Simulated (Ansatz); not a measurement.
**Ba₂YGaTe₅: levels and charges under dearer methods**

A database entry relaxed whole under r2SCAN at zero pressure (Cmc2_1, No. 36):

```
Ba Y Ga Te
1.0
     2.24457  -10.21778    0.00000
     2.24457   10.21778    0.00000
     0.00000    0.00000   14.26787
Ba Y Ga Te
4 2 2 10
Direct
  0.12601 0.87399 0.67861
  0.87399 0.12601 0.17861
  0.12199 0.87801 0.31730
  0.87801 0.12199 0.81730
  0.20428 0.79572 0.97850
  0.79572 0.20428 0.47850
  0.43910 0.56090 0.57736
  0.56090 0.43910 0.07736
  0.35066 0.64934 0.99670
  0.64934 0.35066 0.49670
  0.29662 0.70338 0.33410
  0.70338 0.29662 0.83410
  0.31297 0.68703 0.63207
  0.68703 0.31297 0.13207
  0.50037 0.49963 0.73537
  0.49963 0.50037 0.23537
  0.04591 0.95409 0.97041
  0.95409 0.04591 0.47041
```

Its volume is 36.36 Å³ an atom, +4.7 % against the entry's 34.73, a measured cell (2012, 153 K).

Single points on this cell with plane-wave PAW DFT (Ansatz 0.2.0; r2SCAN 500 eV, hybrids 420 eV; fermi-dirac occupations of width 0.020 eV; no moments): r2SCAN on a 6×6×2 Γ-centred mesh; r2SCAN with spin-orbit coupling on a 4×4×2 Γ-centred mesh; PBE0 on a 4×4×2 Γ-centred mesh.

Question: What does each level give for gap and charges?

Answer: The runs give:

```csv
level,"gap (eV), or kind",pressure (GPa),Bader charge of Ba (e),Bader charge of Y (e),Bader charge of Ga (e),Bader charge of Te (e)
r2SCAN,0.78,0.0,+1.43,+1.88,+0.68,-1.08
r2SCAN with spin-orbit coupling,0.55,0.1,+1.43,+1.87,+0.67,-1.08
PBE0,1.77,-0.3,+1.43,+1.90,+0.75,-1.10
```

Under r2SCAN the gap is 0.78 eV, over mesh and band path. Spin-orbit coupling moves the r2SCAN gap by -0.23 eV.

Caveats: the relaxation kept the start's symmetry; HSE06 is read on its mesh and at the zone's corners, PBE0 on its mesh alone; the relaxed cell lies far from the entry, by an error of the functional or of the entry; hybrid pressures are good to a few tenths of a GPa; pressure is positive in compression.
